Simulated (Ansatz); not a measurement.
Ag (fcc (Cu type), Fm-3m) under volume change, DFT-r²SCAN+D4 in the program Ansatz with PAW potentials, scaled uniformly.

| V (Å³/atom) | E − E(relaxed) (meV/atom) | P (GPa) |
|---|---|---|
| 15.495 | 57.9 | 13.41 |
| 16.006 | 24.0 | 8.05 |
| 16.516 | (withheld) | (withheld) |
| 17.027 | 0.0 | 0.00 |
| 17.538 | (withheld) | (withheld) |
| 18.049 | 18.3 | -5.34 |
| 18.560 | 38.5 | -7.28 |

Question: What belongs in the gaps?

Answer: 
- 17.538, E − E(relaxed) (meV/atom): 4.9
- 17.538, P (GPa): -2.96
- 16.516, E − E(relaxed) (meV/atom): 5.6
- 16.516, P (GPa): 3.63

Question: What does a third-order Birch–Murnaghan fit give for V₀, B₀ and B′?

Answer: V₀ = 17.03 Å³/atom, B₀ = 108 GPa, B′ = 5.7.

Symmetry was held in the r²SCAN+D4 relaxation. The run is not spin-polarised. The pairwise dispersion correction was not fitted to metals. Spin–orbit coupling is left out wherever it is not named.

Potentials: the later of the program's two PAW sets.
